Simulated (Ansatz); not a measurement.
AlP:
```xyz
6
Lattice="3.8209 0.0000 0.0000 -1.9105 3.3090 0.0000 0.0000 0.0000 8.6329" Properties=species:S:1:pos:R:3 pbc="T T T"
Al    -0.9549     1.6539     5.7553
Al     0.9556     1.6551     0.0000
Al     1.9098     0.0000     2.8776
P     -0.9550     1.6541     1.4388
P      0.9554     1.6549     4.3165
P      1.9100     0.0000     7.1941
```

Relaxed with PBEsol. Special points in fractions of this cell's reciprocal vectors: Γ (0.000, 0.000, 0.000); M (0.500, 0.000, 0.000); K (0.333, 0.333, 0.000); A (0.000, 0.000, 0.500); L (0.500, 0.000, 0.500); H (0.333, 0.333, 0.500).

Q: List the band energies nearest the valence-band maximum at these points for plane-wave PAW PBEsol (Ansatz code).

A: In eV from the valence-band maximum; about four levels below and three above (degenerate sets whole), none deeper than 8.9 eV; points with the same levels are listed once.

```json
[
 {"k": "Γ", "below": "-0.36 -0.36 -0.04 0.00", "above": "2.04 2.04 2.18"},
 {"k": "M", "below": "-2.49 -1.89 -1.66 -1.60", "above": "0.84 1.34 1.54"},
 {"k": "K", "below": "-3.72 -3.72 -2.21 -1.62 -1.62", "above": "1.16 2.44 2.44"},
 {"k": "A", "below": "-0.57 -0.41 -0.18 -0.18", "above": "1.80 2.79 2.79"},
 {"k": "L", "below": "-2.39 -1.97 -1.85 -1.38", "above": "1.46 2.02 2.22"},
 {"k": "H", "below": "-3.52 -3.52 -2.35 -1.39", "above": "2.39 3.56 3.56"}
]
```

Space group P6_422. The start of the workflow was typed in or built on a structure type; neither database checked (COD, Materials Project) lists it. It is not the phase usual at ambient conditions (space group No. 216). The PBEsol relaxation kept the symmetry of its start; whether a distortion lowers the energy is not shown. Point labels and valley counts follow the cell and symmetry of the run, lower than the named group.

Potentials: the earlier of the program's two PAW sets. The files were generated under PBE; for other functionals the program regenerates the frozen cores, and for LDA and PBEsol the local potential too.
